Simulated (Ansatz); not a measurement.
ScTaN2:
```
ScTaN2
1.0
    3.05789     0.00000     0.00000
   -1.52894     2.64821     0.00000
    0.00000     0.00000    10.59009
Sc Ta N
2 2 4
Direct
  0.00000   0.00000   0.50000
  0.00000   0.00000   0.00000
  0.66667   0.33333   0.75000
  0.33333   0.66667   0.25000
  0.66667   0.33333   0.12410
  0.33333   0.66667   0.87590
  0.33333   0.66667   0.62410
  0.66667   0.33333   0.37590
```

Relaxed with r²SCAN. Special points in fractions of this cell's reciprocal vectors: Γ (0.000, 0.000, 0.000); M (0.500, 0.000, 0.000); K (0.333, 0.333, 0.000); A (0.000, 0.000, 0.500); L (0.500, 0.000, 0.500); H (0.333, 0.333, 0.500).

Problem. List the band energies nearest the Fermi level at these points for r²SCAN (plane waves, PAW; program Ansatz).

Solution. In eV from the Fermi level; about four levels below and three above (degenerate sets whole), none deeper than 8.9 eV; points with the same levels are listed once.

```
k                    below                above
-  -----------------------  -------------------
Γ  -3.82 -3.82 -2.67 -1.07       0.15 0.15 0.15
M  -3.56 -3.26 -1.35 -0.01       2.04 2.99 3.26
K  -4.91 -4.91 -0.85 -0.64  1.23 1.23 2.56 2.56
A  -4.17 -4.17 -0.26 -0.26  0.83 0.83 0.83 0.83
L  -4.21 -4.21 -2.21 -2.21  0.99 0.99 3.26 3.26
H  -4.92 -4.92 -0.75 -0.75  1.43 1.43 2.04 2.04
```

Space group P6_3/mmc. The workflow started from a Materials Project entry (that database holds measured and hypothetical structures alike); the Crystallography Open Database copy checked does not list it. Its standing as an ambient phase is unchecked. The cell was relaxed with r²SCAN under the symmetry of its start; whether a distortion lowers the energy is not shown. No spin polarisation was allowed. The Fermi level of a semimetal is unsure by some 0.05 eV on such meshes. Spin–orbit coupling is left out wherever it is not named.

Potentials: the later of the program's two PAW sets.
